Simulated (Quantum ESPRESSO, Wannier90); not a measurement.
Tight-binding from DFT: LiPd (CsCl type)

Structure: Materials Project mp-2743, symmetrised, not relaxed again. COD (Crystallography Open Database) has the formula in 2 space groups, this one among them (matched by group alone). Level: PBEsol, no spin polarisation, no spin-orbit coupling; pw.x of Quantum ESPRESSO at 66 Ry with PseudoDojo potentials, 10×10×10 k-points, Wannier90. Density: 14×14×14 mesh, cold smearing 0.01 Ry.

On the energy scale of pw.x, whose zero is arbitrary, the Fermi level lies at 11.98 eV.

Input w.win:

```
num_bands = 3
num_wann = 3
exclude_bands = 1,5-23
num_iter = 1000
conv_tol = 1.0e-6
conv_window = 4
write_hr = true
write_u_matrices = true
auto_projections = true
begin unit_cell_cart
ang
    2.9596800000    0.0000000000    0.0000000000
    0.0000000000    2.9596800000    0.0000000000
    0.0000000000    0.0000000000    2.9596800000
end unit_cell_cart
begin atoms_frac
Li   0.0000000000  0.0000000000  0.0000000000
Pd   0.5000000000  0.5000000000  0.5000000000
end atoms_frac
mp_grid = 10 10 10
begin kpoints
0.0000000000 0.0000000000 0.0000000000
0.0000000000 0.0000000000 0.1000000000
0.0000000000 0.0000000000 0.2000000000
... (997 more lines: the 10x10x10 mesh through Gamma)
end kpoints
```

Input of pw2wannier90.x that gives the overlap and projection files (equivalent; here they were cut from one run over all bands):

```
&inputpp
  outdir = './out'
  prefix = 'pwscf'
  seedname = 'w'
  write_amn = .true.
  write_mmn = .true.
  atom_proj = .true.
  atom_proj_exclude = 1 2 3 7 8 9 10 11
/
```

Output w.wout (banner and timings cut):

```
                                    ------
                                    SYSTEM
                                    ------

                              Lattice Vectors (Ang)
                    a_1     2.959680   0.000000   0.000000
                    a_2     0.000000   2.959680   0.000000
                    a_3     0.000000   0.000000   2.959680

                   Unit Cell Volume:      25.92593  (Ang^3)

                        Reciprocal-Space Vectors (Ang^-1)
                    b_1     2.122927   0.000000   0.000000
                    b_2     0.000000   2.122927   0.000000
                    b_3     0.000000   0.000000   2.122927

 *----------------------------------------------------------------------------*
 |   Site       Fractional Coordinate          Cartesian Coordinate (Ang)     |
 +----------------------------------------------------------------------------+
 | li   1   0.00000   0.00000   0.00000   |    0.00000   0.00000   0.00000    |
 | pd   1   0.50000   0.50000   0.50000   |    1.47984   1.47984   1.47984    |
 *----------------------------------------------------------------------------*
                                ------------
                                K-POINT GRID
                                ------------

             Grid size = 10 x 10 x 10      Total points = 1000

 *---------------------------------- MAIN ------------------------------------*
 |  Number of Wannier Functions               :                 3             |
 |  Number of Objective Wannier Functions     :                 3             |
 |  Number of input Bloch states              :                 3             |
 |  Output verbosity (1=low, 5=high)          :                 1             |
 |  Timing Level (1=low, 5=high)              :                 1             |
 |  Optimisation (0=memory, 3=speed)          :                 3             |
 |  Length Unit                               :               Ang             |
 |  Post-processing setup (write *.nnkp)      :                 F             |
 |  Using Gamma-only branch of algorithms     :                 F             |
 *----------------------------------------------------------------------------*
 *------------------------------- WANNIERISE ---------------------------------*
 |  Total number of iterations                :              1000             |
 |  Number of CG steps before reset           :                 5             |
 |  Trial step length for line search         :             2.000             |
 |  Convergence tolerence                     :         0.100E-05             |
 |  Convergence window                        :                 4             |
 |  Iterations between writing output         :                 1             |
 |  Iterations between backing up to disk     :               100             |
 |  Write r^2_nm to file                      :                 F             |
 |  Write xyz WF centres to file              :                 F             |
 |  Write on-site energies <0n|H|0n> to file  :                 F             |
 |  Use guiding centre to control phases      :                 F             |
 |  Use phases for initial projections        :                 F             |
 *----------------------------------------------------------------------------*
 *-------------------------------- PLOTTING ----------------------------------*
 |  Plotting Hamiltonian in WF basis          :                 T             |
 *----------------------------------------------------------------------------*

       ... (k-mesh section left out)

 Starting a new Wannier90 calculation ...

 Reading overlaps from w.mmn

 Reading projections from w.amn

 *------------------------------- WANNIERISE ---------------------------------*
 +--------------------------------------------------------------------+<-- CONV
 | Iter  Delta Spread     RMS Gradient      Spread (Ang^2)            |<-- CONV
 +--------------------------------------------------------------------+<-- CONV

 ------------------------------------------------------------------------------
 Initial State
  WF centre and spread    1  (  1.479840,  1.479840,  1.479840 )     0.34666785
  WF centre and spread    2  (  1.479840,  1.479840,  1.479840 )     0.34666785
  WF centre and spread    3  (  1.479840,  1.479840,  1.479840 )     0.34666785
  Sum of centres and spreads (  4.439520,  4.439520,  4.439520 )     1.04000354

      0     0.104E+01     0.0000000000        1.0400035367  <-- CONV
        O_D=      0.0000000 O_OD=      0.0000006 O_TOT=      1.0400035 <-- SPRD
 ------------------------------------------------------------------------------
      1    -0.600E-14     0.0000008886        1.0400035367  <-- CONV
        O_D=      0.0000000 O_OD=      0.0000006 O_TOT=      1.0400035 <-- SPRD
      2    -0.118E-13     0.0000008868        1.0400035367  <-- CONV
        O_D=      0.0000000 O_OD=      0.0000006 O_TOT=      1.0400035 <-- SPRD
      3    -0.173E-13     0.0000008833        1.0400035367  <-- CONV
        O_D=      0.0000000 O_OD=      0.0000006 O_TOT=      1.0400035 <-- SPRD
      4    -0.229E-13     0.0000008780        1.0400035367  <-- CONV
        O_D=      0.0000000 O_OD=      0.0000006 O_TOT=      1.0400035 <-- SPRD
             <<<     Delta < 1.000E-06  over  4 iterations     >>>
             <<< Wannierisation convergence criteria satisfied >>>
 Final State
  WF centre and spread    1  (  1.479840,  1.479840,  1.479840 )     0.34666785
  WF centre and spread    2  (  1.479840,  1.479840,  1.479840 )     0.34666785
  WF centre and spread    3  (  1.479840,  1.479840,  1.479840 )     0.34666785
  Sum of centres and spreads (  4.439520,  4.439520,  4.439520 )     1.04000354

         Spreads (Ang^2)       Omega I      =     1.040002982
        ================       Omega D      =     0.000000000
                               Omega OD     =     0.000000555
    Final Spread (Ang^2)       Omega Total  =     1.040003537
```
